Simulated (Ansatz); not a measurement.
HfO₂ (fluorite type), DFT, PBE, all-electron PAW with datasets made for the crystal, scalar-relativistic (Ansatz 0.2.0), on 1 thread of Intel(R) Xeon(R) Platinum 8488C (Sapphire Rapids) (shared host).

Command: `ansatz run input.yaml --threads 1 --pin off --max-ram 3072MiB --backend cpu --events-out ev --progress --plain --runs-dir out`

```yaml
crystal:
  lattice:
    - [0.0, 2.1733086185, 2.1733086185]
    - [2.1733086185, 0.0, 2.1733086185]
    - [2.1733086185, 2.1733086185, 0.0]
  atoms:
    - { symbol: Hf, position: [0.0, 0.0, 0.0] }
    - { symbol: O, position: [0.25, 0.25, 0.25] }
    - { symbol: O, position: [0.75, 0.75, 0.75] }
kpoints:
  mp_grid: { grid: [11, 11, 11] }
scf:
  occupations: { method: fermi_dirac, width: 0.05 }
hamiltonian:
  xc: pbe
  pseudopotentials: { kind: all_electron, datasets: crystal }
output:
  forces: true
  stress: true
  eigenvalues: true
```

Task: How large is the problem that the program sets up?

Result: 56 irreducible k-points, 725 plane waves at Γ, 23 bands.

Task: About how long does it take, and how much memory?

Result: 13 s of wall time for 11 SCF iterations, with a peak of 0.68 GiB. Times on shared machines scatter by tens of per cent.
